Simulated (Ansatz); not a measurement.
## Li3Au: distorted cells

Method: DFT PBEsol, scalar-relativistic, plane waves, PAW in Ansatz 0.2.0.

Plane waves to 420 eV, a k mesh through Γ of 12×12×12 on the computed 4-atom cell and Gaussian smearing (0.10 eV); no spin polarisation.

Reference cell:

```
Li Au
1.0
     0.00000    3.15100    3.15100
     3.15100    0.00000    3.15100
     3.15100    3.15100    0.00000
Li Au
3 1
Direct
  0.25000 0.25000 0.25000
  0.75000 0.75000 0.75000
  0.50000 0.50000 0.50000
  0.00000 0.00000 0.00000
```

Each variant moves atoms of this cell by the vectors given, if any (Å), and then applies a symmetric strain (tensor components, Cartesian axes). The reference cell isn't relaxed at this level. Energies are per atom at zero smearing, counted from the lowest variant. Pressure is positive in compression.

1. strain (xx yy zz yz xz xy, %) -2.05 -2.05 -2.05 0.00 0.00 0.00
2. strain (xx yy zz yz xz xy, %) -1.47 -1.47 -1.47 4.00 4.00 -4.00; moves: Li1 (0.049, 0.049, -0.049); Li2 (-0.049, -0.049, 0.049)
3. strain (xx yy zz yz xz xy, %) -0.31 -0.31 -0.31 0.00 0.00 0.00
4. strain (xx yy zz yz xz xy, %) 0.56 0.56 0.56 0.00 0.00 0.00

```csv
result,ΔE (meV/atom),P (GPa),largest force (eV/Å)
A,40.4,1.19,0.47
B,0.9,-1.07,0.00
C,0.0,0.84,0.00
D,4.7,-1.87,0.00
```

**Question.** Which variant gave which result?

**Answer.** A is 2, B is 3, C is 1, D is 4.

Spin–orbit coupling is left out, which can shift energies with elements as heavy as these.